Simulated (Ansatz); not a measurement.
Given:

CaSi$_{2}$:
Space group R-3m, hexagonal axes (No. 166); a = b = 3.8491 Å, c = 29.8648 Å, α = β = 90.00°, γ = 120.00°

```
atom  site  symmetry       x       y       z
----  ----  --------  ------  ------  ------
Ca      6c        3m  0.0000  0.0000  0.0798
Si      6c        3m  0.0000  0.0000  0.3469
Si      6c        3m  0.0000  0.0000  0.1829
```
(The calculation used a cell of 6 atoms; values per cell refer to that cell.)

This is the PBEsol-relaxed structure.

Problem. All from PBEsol (plane waves, PAW; program Ansatz), unless another level is named. Give the electronic character.

Solution. metallic (no gap).

Problem. Next, the density of states at the Fermi level?

Solution. 0.17 states/eV per atom (mean over ±0.08 eV).

Problem. Give the formation energy from the elements (no fitted shifts).

Solution. -0.43 eV/atom.

The first step of the workflow began from a Materials Project structure, measured or hypothetical; the Crystallography Open Database copy checked does not list it. COD files the formula under space group No. 164, so this cell is another polymorph or a model. Its standing as an ambient phase is unchecked. Symmetry was held in the PBEsol relaxation; of distortions, only those at the zone centre were tested. The references are the lowest solids computed at this level, not always the standard phases.

Potentials: the later of the program's two PAW sets.
